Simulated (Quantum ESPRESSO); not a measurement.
## Band energies of Sr$_{2}$OsH$_{6}$

```xyz
9
Lattice="0.0000 3.8123 3.8123 3.8123 0.0000 3.8123 3.8123 3.8123 0.0000" Properties=species:S:1:pos:R:3 pbc="T T T"
H      3.8123     3.8123     5.9003
H      3.8123     3.8123     1.7243
H      5.9003     3.8123     3.8123
H      1.7243     3.8123     3.8123
H      3.8123     5.9003     3.8123
H      3.8123     1.7243     3.8123
Sr     5.7184     5.7184     5.7184
Sr     1.9061     1.9061     1.9061
Os     0.0000     0.0000     0.0000
```

LDA (Quantum ESPRESSO, PseudoDojo norm-conserving, 74 Ry, scalar-relativistic); path ΓXWKΓLUWLK,UX; energies in eV from the valence-band maximum.

```csv
k (1/Å),point,band 17,band 18,band 19,band 20,band 21,band 22,band 23,band 24
0.00,Γ,-2.35,-2.35,0.00,0.00,0.00,3.81,3.96,3.96
0.21,,-2.25,-2.25,-0.09,-0.01,-0.01,3.86,3.87,4.32
0.41,,-2.01,-2.01,-0.33,-0.03,-0.03,3.29,3.64,5.29
0.62,,-1.75,-1.75,-0.60,-0.05,-0.05,2.55,3.38,4.57
0.82,X,-1.63,-1.63,-0.73,-0.07,-0.07,2.25,3.27,4.35
1.24,W,-2.51,-1.68,-0.23,-0.23,-0.05,2.59,3.89,3.89
1.24,K,-2.29,-1.53,-0.39,-0.10,-0.09,2.53,3.69,4.19
1.41,,-2.43,-1.52,-0.20,-0.19,-0.10,2.85,4.01,4.25
1.59,,-2.16,-1.69,-0.26,-0.08,-0.08,3.34,3.92,4.38
1.94,,-2.28,-2.24,-0.05,-0.01,-0.01,3.90,3.95,4.15
2.11,Γ,-2.35,-2.35,0.00,0.00,0.00,3.81,3.96,3.96
2.29,,-2.24,-2.24,-0.05,-0.01,-0.01,3.93,3.93,4.15
2.47,,-1.99,-1.99,-0.19,-0.04,-0.04,3.91,3.91,4.89
2.82,L,-1.60,-1.60,-0.40,-0.10,-0.10,3.85,4.03,4.03
2.99,,-1.81,-1.58,-0.33,-0.12,-0.10,3.28,4.03,4.53
3.16,,-2.21,-1.53,-0.29,-0.14,-0.10,2.79,3.97,4.22
3.33,U,-2.29,-1.53,-0.39,-0.10,-0.09,2.53,3.69,4.19
3.33,W,-2.51,-1.68,-0.23,-0.23,-0.05,2.59,3.89,3.89
3.47,,-2.39,-1.62,-0.23,-0.21,-0.07,2.67,3.93,3.99
3.62,,-2.09,-1.57,-0.27,-0.16,-0.09,2.92,4.00,4.25
3.77,,-1.76,-1.59,-0.34,-0.11,-0.10,3.36,4.02,4.54
3.91,L,-1.60,-1.60,-0.40,-0.10,-0.10,3.85,4.03,4.03
4.16,,-2.01,-1.56,-0.29,-0.14,-0.10,3.01,4.02,4.35
4.29,,-2.30,-1.53,-0.31,-0.13,-0.10,2.70,3.91,4.20
4.42,K,-2.29,-1.53,-0.39,-0.10,-0.09,2.53,3.69,4.19
4.42,U,-2.29,-1.53,-0.39,-0.10,-0.09,2.53,3.69,4.19
4.71,X,-1.63,-1.63,-0.73,-0.07,-0.07,2.25,3.27,4.35
```

The LDA gap is indirect, 2.25 eV, from Γ to X; the smallest direct gap is 2.32 eV.

Spin-orbit coupling is left out, which matters for elements this heavy: edges can move by tenths of an eV.

Geometry of the Materials Project entry, not relaxed at this level.

The structure is a Materials Project entry; no match was found in the copy of COD used, and its stability was not checked.
